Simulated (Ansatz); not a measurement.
NbTe2:
```
CELL_PARAMETERS angstrom
      3.63119     0.00000     0.00000
     -1.81560     3.14470     0.00000
      0.00000     0.00000     6.69807
ATOMIC_POSITIONS crystal
  Nb 0.00000 0.00000 0.00000
  Te 0.66667 0.33333 0.72682
  Te 0.33333 0.66667 0.27318
```

Relaxed with PBEsol. Special points in fractions of this cell's reciprocal vectors: Γ (0.000, 0.000, 0.000); M (0.500, 0.000, 0.000); K (0.333, 0.333, 0.000); A (0.000, 0.000, 0.500); L (0.500, 0.000, 0.500); H (0.333, 0.333, 0.500).

List the band energies nearest the Fermi level at these points for plane-wave PAW PBEsol (Ansatz code).

In eV from the Fermi level; about four levels below and three above (degenerate sets whole), none deeper than 8.9 eV; points with the same levels are listed once.

```json
[
 {"k": "Γ", "below": "-2.15 -2.15 -0.70 -0.11", "above": "0.04 0.04 1.22 1.22"},
 {"k": "M", "below": "-2.92 -2.39 -1.03 -0.82", "above": "1.58 1.86 2.93"},
 {"k": "K", "below": "-4.53 -4.53 -2.83 -2.83 -2.73", "above": "1.25 1.54 1.54"},
 {"k": "A", "below": "-4.20 -3.52 -2.10 -2.10", "above": "0.03 0.03 0.62"},
 {"k": "L", "below": "-2.64 -1.40 -1.22 -0.40", "above": "1.58 2.10 3.01"},
 {"k": "H", "below": "-4.24 -3.69 -2.60 -2.60", "above": "0.62 0.62 1.29"}
]
```

Space group P-3m1 (CdI2 type). The workflow started from a Materials Project entry (that database holds measured and hypothetical structures alike); the Crystallography Open Database copy checked does not list it. COD files the formula under space group No. 12, so this cell is another polymorph or a model. Whether it is the stable phase at ambient conditions was not checked. The cell was relaxed with PBEsol under the symmetry of its start; of distortions, only those at the zone centre were tested. The workflow began spin-polarised and lost its moments. The cell computed holds one magnetic atom, so no antiferromagnetic order was within reach. A crystal of weakly bound layers computed without a dispersion correction: the cell and the soft elastic constants depend strongly on that. Spin–orbit coupling is left out wherever it is not named.

Potentials: the later of the program's two PAW sets.
